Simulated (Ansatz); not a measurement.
Li:
```
Li
1.0
    0.00000     2.94104     2.94104
    2.94104     0.00000     2.94104
    2.94104     2.94104     0.00000
Li
2
Direct
  0.00000   0.00000   0.00000
  0.25000   0.25000   0.25000
```

Relaxed with PBEsol. Special points in fractions of this cell's reciprocal vectors: Γ (0.000, 0.000, 0.000); X (0.500, 0.000, 0.500); U (0.625, 0.250, 0.625); K (0.375, 0.375, 0.750); L (0.500, 0.500, 0.500); W (0.500, 0.250, 0.750).

Q: List the band energies nearest the Fermi level at these points for PBEsol in the plane-wave PAW code Ansatz.

A: In eV from the Fermi level; about four levels below and three above (degenerate sets whole), none deeper than 8.9 eV; points with the same levels are listed once.

```json
[
 {"k": "Γ", "below": "-3.39", "above": "5.60 5.60 5.60"},
 {"k": "X", "below": "–", "above": "0.07 0.07 2.22 2.22"},
 {"k": "U", "below": "–", "above": "0.08 0.48 0.80"},
 {"k": "L", "below": "-1.25 -0.34", "above": "4.22 4.22 7.02 7.02"},
 {"k": "W", "below": "–", "above": "0.58 0.58 1.12 1.12"}
]
```

Space group Fd-3m (diamond). The start of the workflow was typed in or built on a structure type; neither database checked (COD, Materials Project) lists it. It is not the phase usual at ambient conditions (space group No. 229). The cell was relaxed with PBEsol under the symmetry of its start. At this level the phase is mechanically unstable. The volume moved by -25 % from the start of the relaxation.

Potentials: the later of the program's two PAW sets.
